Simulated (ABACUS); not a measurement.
ABACUS run on HfN (Fm-3m, 2 atoms in the cell; from Materials Project mp-2828): self-consistent single point.

Level of theory: LDA (PW92), PseudoDojo 0.4 standard norm-conserving LDA (tails mended) pseudopotentials (plane waves; ABACUS).

```xyz
2
Lattice="0.0000 2.2559 2.2559 2.2559 0.0000 2.2559 2.2559 2.2559 0.0000" Properties=species:S:1:pos:R:3 pbc="T T T"
Hf     0.0000     0.0000     0.0000
N      2.2559     2.2559     2.2559
```

Reference input (self-consistent single point, DFT, LDA (PW92), plane waves, PseudoDojo 0.4 standard norm-conserving LDA (tails mended) pseudopotentials): KPT = Gamma 10 10 10 0 0 0; basis_type = pw; dft_functional = PWLDA; ecutwfc = 84 Ry; smearing_method = gaussian; smearing_sigma = 0.00999582 Ry; potentials = PseudoDojo 0.4 standard norm-conserving LDA (tails mended); symmetry = 1; ks_solver = dav_subspace; scf_nmax = 100; scf_thr = 1.0e-09 Ry; mixing_type = broyden. This run's input differs from it in these lines:

```diff
@@ -12,3 +12,3 @@
 scf_nmax             100
-scf_thr              1.0e-09
+scf_thr              7.3e-03
 mixing_type          broyden
```

Log, with long lists cut:

```
 SELF-CONSISTENT
 -------------------------------------------
                                 init_chg = atomic

 PW ALGORITHM --------------- ION=   1  ELEC=   1--------------------------------

 Density error is 0.520500216656
                          Error Threshold = 0.01
 E_KohnSham     -133.6564954171      -1818.4899123832
 E_Fermi        1.3593315526         18.4946545860

 PW ALGORITHM --------------- ION=   1  ELEC=   2--------------------------------

 Density error is 1.03302144919
                          Error Threshold = 0.00306176598033
 E_KohnSham     -133.7282280098      -1819.4658843760
 E_Fermi        1.3711566745         18.6555436237

 PW ALGORITHM --------------- ION=   1  ELEC=   3--------------------------------

 Density error is 0.00304784165806
                          Error Threshold = 0.00306176598033
 E_KohnSham     -133.9221427614      -1822.1042299244
 E_KS(sigma->0) -133.9218775435      -1822.1006214494
 E_entropy(-TS) -0.0005304358        -0.0072169499
 E_Fermi        1.3578368547         18.4743181778
 charge density convergence is achieved
 final etot is -1822.1042299 eV
 EFERMI = 18.474318178 eV

 STATE ENERGY(eV) AND OCCUPATIONS    NSPIN == 1
   [... 16 lines left out ...]

 TOTAL-FORCE (eV/Angstrom)
                       Hf1         0.0000000000         0.0000000000         0.0000000000
                        N1         0.0000000000         0.0000000000         0.0000000000

 TOTAL-STRESS (KBAR)
      -164.2517657924         0.0000000000         0.0000000000
         0.0000000000      -164.2517657924        -0.0000000000
         0.0000000000        -0.0000000000      -164.2517657924
 TOTAL-PRESSURE: -164.251766 KBAR

 --------------------------------------------
 !FINAL_ETOT_IS -1822.1042299243983962 eV
 --------------------------------------------
```

The run converged in 3 iterations. Against the reference run the free energy goes up by 8.3 meV/atom and the pressure goes from -12.29 to -16.43 GPa.

This run is one point of a test of settings, so its values need not be converged; read them against the reference run alone. The structure comes from a collection of computed structures, made at another level of theory; the collection holds predicted forms beside known ones. No clean gap shows at this smearing width and mesh (spacing up to 0.24 Å⁻¹); the mesh is coarse for partly filled bands, so the values carry mesh errors.

Cost on one core: very roughly 20 core-seconds.

“Tails mended”: in these copies of the files the far tail of each local potential was reset to the Coulomb form.
